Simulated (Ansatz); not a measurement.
HfC: moving C off its site

HfC, Fm-3m, a = 4.650 Å (as given, not relaxed at this level: -6.5 GPa). Ansatz: PBEsol, PAW, 420 eV, Γ-centred 18×18×18 mesh on 2 atoms, Gaussian smearing 0.15 eV; no spin polarisation.

```yaml
crystal:
  lattice:
    - [0.00000, 2.32500, 2.32500]
    - [2.32500, 0.00000, 2.32500]
    - [2.32500, 2.32500, 0.00000]
  atoms:
    - { symbol: Hf, position: [0.50000, 0.50000, 0.50000] }
    - { symbol: C, position: [0.00000, 0.00000, 0.00000] }
```

Atom 2 (C) moves by x along the unit vector (0.000, 1.000, 0.000), with its periodic images; all else is held. y is the free energy of the cell over the start, F the force along the path summed over the moved atoms. Symmetry makes y even in x.

```tsv
x (Å)	y (meV)	F (eV/Å)
-0.3000	?	?
-0.1500	84.3	1.15
0.0000	0.0	0.00
0.0375	5.3	-0.29
0.0750	21.3	-0.56
0.1125	47.4	-0.83
0.1875	134.6	-1.54
0.2250	201.1	-2.01
0.2625	286.6	-2.56
```

Task: Fit y = c2 x² + c4 x⁴ to the energies of the other rows, give the force constant, and predict energy and force of the missing row.

Result: Least squares on the rows shown. y = 3534.0 x² + 8962.2 x⁴. The force constant is 2 c2 = 7.07 eV/Å², for the cell as given, at -6.5 GPa (for all images moving together, not for a lone atom). With two atoms in a cubic cell this is the optical mode at Γ (in a metal it hangs on mesh and smearing): ω = 521.5 √(2 c2/μ) = 413 cm⁻¹ for μ = 11.25 u. The force −dy/dx at the missing row is 3.09 eV/Å (computed 3.17). With a term in x⁶ added, the coefficient of x² becomes 3689, 4 % more, which shows how far this figure hangs on the form. At x = -0.3000 the fit asked for gives 390.7 meV. The run gave 393.8 meV, so the fit is 3.1 meV too low, a small miss on the scale of the series.

Spin–orbit coupling is left out, which can shift energies with elements as heavy as these.